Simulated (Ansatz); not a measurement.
# W: stationary points along a deformation path

These are results of Ansatz, DFT PBEsol, scalar-relativistic, plane waves, PAW, not measurements. The runs took a 420 eV cutoff, a Γ-centred 22×22×22 mesh and Gaussian smearing (0.15 eV). Spin–orbit coupling is left out, which can shift energies with elements as heavy as these. No spin polarisation. Energies are free energies at this smearing, counted from the undisturbed cell; pressure is positive in compression.

Zero of the scan (as given, not relaxed at this level; it stands at -12.7 GPa; this fcc form isn't the usual structure):

```
W
1.0
     0.00000    2.03000    2.03000
     2.03000    0.00000    2.03000
     2.03000    2.03000    0.00000
W
1
Direct
  0.00000 0.00000 0.00000
```

At fixed volume and fractional coordinates, lengths along (0.000, 0.000, 1.000) are scaled against those across it; ρ is that ratio over its starting value. V = 16.731 Å³/atom. Δσ is the stress along the axis less the mean stress across it (compression positive).

```csv
ρ,ΔE (meV/atom),Δσ (GPa),space group
0.650,-387.5,24.32,I4/mmm
0.707,-458.2,0.04,Im-3m
0.780,-373.4,-23.16,I4/mmm
0.850,-212.0,-28.38,I4/mmm
0.920,-68.7,-21.65,I4/mmm
0.960,-17.6,-12.16,I4/mmm
1.000,0.0,0.00,Fm-3m
1.050,-21.1,10.83,I4/mmm
1.100,-59.0,11.29,I4/mmm
1.200,-100.8,0.45,I4/mmm
1.300,-52.4,-20.01,I4/mmm
1.414,151.0,-49.51,I4/mmm
1.500,399.7,-71.42,I4/mmm
```

Q: How does the stress give the slope of the energy, and where is the energy stationary?

A: Along the path d ln(length) is 2/3 d ln ρ on the axis and −1/3 d ln ρ across it, so dE/d ln ρ = −(2/3) V Δσ: the energy falls with ρ where Δσ is positive. Δσ vanishes or changes sign at ρ = 0.707 (Im-3m), a minimum at -458.2 meV/atom; at ρ = 1.000 (Fm-3m), a maximum at 0.0 meV/atom; between ρ = 1.200 and 1.300, a minimum (near 1.20 by linear interpolation). Pairs of stationary points between two samples would go unseen, and could change a minimum read from distant neighbours into a maximum. At ρ = 0.707, 1.000 the cell is cubic, where symmetry alone makes the stress isotropic and the slope zero.

Q: Which shear constant sets the curvature at ρ = 1?

A: For a cubic crystal E/V = (2/3) C (ln ρ)² with C = C′ = (C11 − C12)/2, so Δσ = −2C ln ρ. The parabola of Δσ against ln ρ through ρ = 0.960, 1 and 1.050 gives C ≈ -132 GPa with the ions clamped, rough because the steps are large. It is the stress–strain coefficient at this cell's pressure of -12.7 GPa, not the zero-pressure constant. It is negative, so the cubic cell is unstable to this shear.

Q: Integrate that slope from ρ = 1 to 0.850 by the trapezoid rule.

A: With V/N in Å³ and 1 eV/Å³ = 160.2 GPa the slopes at ρ = 1.000, 0.960, 0.920, 0.850 are 0, 846, 1507, 1976 meV/atom per unit of ln ρ. The steps add (-17.3) + (-50.1) + (-137.8) = -205.2 meV/atom, against -212.0 from the energies; the trapezoid rule misses the curvature of the slope within each step.

Q: Is the start the lowest point of the path?

A: No: ρ = 0.707 lies 458.2 meV/atom lower, with no sampled rise above the start on the way. Volume and inner coordinates are held, so a relaxed structure there would lie lower still.

In a metal these slopes depend on the k mesh and the smearing.

Cost: 13 runs of about 1.5 core-minutes in all, on Arm Neoverse V2 (shared hosts).